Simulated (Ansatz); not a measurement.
Sn₄Ir in space group Ccce (No. 68; Sn on 16i, Ir on 4a) under volume change, r²SCAN in the plane-wave PAW code Ansatz, shape and atoms relaxed at each volume.

```json
[
 {"V (Å³/atom)": "21.112", "E − E(relaxed) (meV/atom)": "___", "P (GPa)": "___"},
 {"V (Å³/atom)": "21.808", "E − E(relaxed) (meV/atom)": "24.8", "P (GPa)": "6.14"},
 {"V (Å³/atom)": "22.504", "E − E(relaxed) (meV/atom)": "___", "P (GPa)": "___"},
 {"V (Å³/atom)": "23.200", "E − E(relaxed) (meV/atom)": "0.0", "P (GPa)": "0.00"},
 {"V (Å³/atom)": "23.896", "E − E(relaxed) (meV/atom)": "5.0", "P (GPa)": "-2.22"},
 {"V (Å³/atom)": "24.592", "E − E(relaxed) (meV/atom)": "18.5", "P (GPa)": "-3.97"},
 {"V (Å³/atom)": "25.288", "E − E(relaxed) (meV/atom)": "39.1", "P (GPa)": "-5.42"}
]
```

Task: Some entries are withheld; supply them.

Result: 
- 21.112, E − E(relaxed) (meV/atom): 60.2
- 21.112, P (GPa): 10.26
- 22.504, E − E(relaxed) (meV/atom): 5.8
- 22.504, P (GPa): 2.75

Task: What does a third-order Birch–Murnaghan fit give for V₀, B₀ and B′?

Result: V₀ = 23.20 Å³/atom, B₀ = 81.8 GPa, B′ = 6.1.

The workflow started from a Materials Project entry (that database holds measured and hypothetical structures alike); the Crystallography Open Database copy checked does not list it. COD files the formula under space group No. 142. Whether it is the stable phase at ambient conditions was not checked. Symmetry was held in the r²SCAN relaxation; whether a distortion lowers the energy is not shown. No spin polarisation was allowed. Spin–orbit coupling is left out wherever it is not named.

Potentials: the later of the program's two PAW sets.
